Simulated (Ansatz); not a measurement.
How much do the gradients of KMgF₃ depend on the method?

Cell: an entry of the Crystallography Open Database (COD), whose atoms a relaxation with PBE at fixed cell left in place.

```yaml
crystal:
  lattice:
    - [3.98590, 0.00000, 0.00000]
    - [0.00000, 3.98590, 0.00000]
    - [0.00000, 0.00000, 3.98590]
  atoms:
    - { symbol: K, position: [0.50000, 0.50000, 0.50000] }
    - { symbol: Mg, position: [0.00000, 0.00000, 0.00000] }
    - { symbol: F, position: [0.50000, 0.00000, 0.00000] }
    - { symbol: F, position: [0.00000, 0.50000, 0.00000] }
    - { symbol: F, position: [0.00000, 0.00000, 0.50000] }
```

Atoms are numbered from 1 in the order listed; like atoms form one site, named after its first atom.

First run. Computed with Ansatz: DFT, PBE, plane waves and PAW, scalar-relativistic, 420 eV cutoff, Γ-centred 6×6×6 k-points, Fermi–Dirac smearing 0.02 eV.

| site | atom | V_zz (10²¹ V/m²) | η |
| --- | --- | --- | --- |
| F | 3 | 4.66 | 0.00 |

Second run. The same atoms and settings, except that the functional is r2SCAN and the cutoff is 500 eV.

Task: What does the second run give?

Result: 

```json
{"site": "F", "atom": "3", "V_zz": "4.53", "η": "0.00", "change of V_zz": "-0.13"}
```

The largest change of V_zz is on F, from 4.66 to 4.53. In per cent, |V_zz| changes by -3 on F (all sites that start above 0.5). Sites without a gradient aren't listed.
